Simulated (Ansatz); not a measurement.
Ansatz (a first-principles code) input:

Ansatz 0.2 input:
```yaml
crystal:
  lattice:
    - [3.2770564666, 0.0, 0.0]
    - [-1.6385282333, 2.8380141497, 0.0]
    - [0.0, 0.0, 12.7328951264]
  atoms:
    - { symbol: Mo, position: [0.6666666667, 0.3333333333, 0.25] }
    - { symbol: Mo, position: [0.3333333333, 0.6666666667, 0.75] }
    - { symbol: Se, position: [0.3333333333, 0.6666666667, 0.3814738553] }
    - { symbol: Se, position: [0.6666666667, 0.3333333333, 0.6185261447] }
    - { symbol: Se, position: [0.6666666667, 0.3333333333, 0.8814738553] }
    - { symbol: Se, position: [0.3333333333, 0.6666666667, 0.1185261447] }
kpoints:
  mp_grid: { grid: [10, 10, 3] }
basis: { xc_grid: 2 }
hamiltonian:
  xc: pbe
  dispersion: d3bj
  pseudopotentials: { kind: paw }
scf:
  occupations: { method: fixed }
checkpoint: { read: static.run }
output: { write_density: true, elf: true, volumetric_format: npy }
```

Output (shortened):

```
Pseudopotential: Mo, paw, valence charge 14
Pseudopotential: Se, paw, valence charge 16
Functional definition: PBE
Crystal: 6 atoms, lattice volume = 118.420 Å³
Basis set: ecut = 420 eV, 2347 PW (Γ), exchange–correlation on 48×48×180 points (8 copies of the dense FFT grid, shifted against one another)
Bands: 56, of which v1, the nominal top of the filled ones, is band 46 counted from 1 (45 counted from 0)
Symmetry: 24 space group operations
Space group: P63/mmc (ITA 194), of the structure as read, at distance tolerance 4.9e-5 Å
k-points: 28 of 300
Stability of the state it starts from, as read at its close in the unpolarized treatment …
iter 1 solved again at ethr=6.43e-8 eV; its pass at ethr=3.10e-3 eV (dr2=5.91e-5 eV) is discarded
SCF iter   1: F=—  HF=-31795.174069 eV  |F-HF|=—  |Δ(HF+E_count)|=         —  Δρ=5.71e-7  dr2=8.28e-10  ethr=6.43e-8  ⟨swp⟩=3.6  Hψ=8991  notcnv=0  defer=223
preconditioner: auto → Resta (q_TF=auto, 2.616 Å⁻¹)
SCF iter   2: F=-31795.174069 eV  HF=-31795.174069 eV  |F-HF|=8.00e-11  |Δ(HF+E_count)|=   4.37e-8  Δρ=3.27e-7  dr2=2.13e-10  ethr=1.00e-12  ⟨swp⟩=10.5  Hψ=7162  notcnv=0
SCF 1 converged in 2 iterations: F = -31795.174069 eV  dr2 = 2.13e-10
SCF converged after 2 iterations
Free energy (F): -31795.174069 eV
Harris-Foulkes:  -31795.174069 eV  (|F-HF|=8.00e-11)
Internal energy: -31795.174069 eV  (E = F + TS)
E sigma→0 (E₀):  -31795.174069 eV
Fermi energy:    12.847214 eV
--- Per-component energies (eV) ---
  E_band       = -1592.793356
  E_kinetic    = 1360.817704
  E_local      = -11457.661909  (includes V_loc(G=0)·N_el)
  E_nonlocal   = -2095.726595
  E_hartree    = 5433.716268
  E_xc         = -786.641116
  E_vxc        = -854.660127  (∫ρ·V_xc dr)
  E_paw        = -14048.312534  (= ΣΔE_a)
  E_vpaw       = 587.007893  (= ΣTr[D̂ρ^β])
  E_aug_tail   = -0.002279  (compensation charges beyond the density's cutoff)
  E_ewald      = -10198.488091
  E_disp       = -2.875516  (pairwise vdW)
  E_smearing   =  0.000000  (= −TS)
  E_closure    = 0.000000  (closes the sum)
  Σ components = -31795.174069   (vs F -31795.174069, Δ=0.00e0)
  [band-id]    e_kinetic+e_local+e_nonlocal+2·e_hartree+e_vxc+e_vpaw+e_augmentation_tail = -1592.792776   (vs E_band -1592.793356, Δ=5.80e-4)
--- Band table (eV; the first three rows and the last of 28) ---
  k-point 0: bands = ["-48.3488", "-48.3488", "-34.9631", "-34.9631", "-34.9630", "-34.9630", "-34.9628", "-34.9628", "-34.9627", "-34.9627", "-34.9279", "-34.9279", "-34.9275", "-34.9275", "-34.9270", "-34.9270", "-34.9266", "-34.9266", "-34.9142", …
  k-point 1: bands = ["-48.3488", "-48.3488", "-34.9631", "-34.9631", "-34.9631", "-34.9631", "-34.9627", "-34.9627", "-34.9627", "-34.9627", "-34.9279", "-34.9279", "-34.9277", "-34.9277", "-34.9269", "-34.9269", "-34.9266", "-34.9266", "-34.9141", …
  k-point 2: bands = ["-48.3464", "-48.3464", "-34.9630", "-34.9630", "-34.9628", "-34.9627", "-34.9627", "-34.9626", "-34.9623", "-34.9623", "-34.9280", "-34.9280", "-34.9276", "-34.9276", "-34.9272", "-34.9271", "-34.9268", "-34.9266", "-34.9140", …
  k-point 27: bands = ["-48.3210", "-48.3210", "-34.9613", "-34.9613", "-34.9605", "-34.9605", "-34.9597", "-34.9597", "-34.9595", "-34.9595", "-34.9296", "-34.9293", "-34.9287", "-34.9287", "-34.9280", "-34.9277", "-34.9274", "-34.9274", "-34.9117", …
```

Cost: around 9 core-seconds (rough) on shared cores.

Space group P6_3/mmc. The PBE+D3(BJ) relaxation kept the symmetry of its start; phonons on a q-mesh show no instability. The run is not spin-polarised. Spin–orbit coupling is left out wherever it is not named.

Potentials: the later of the program's two PAW sets.

Ansatz is a plane-wave DFT program.
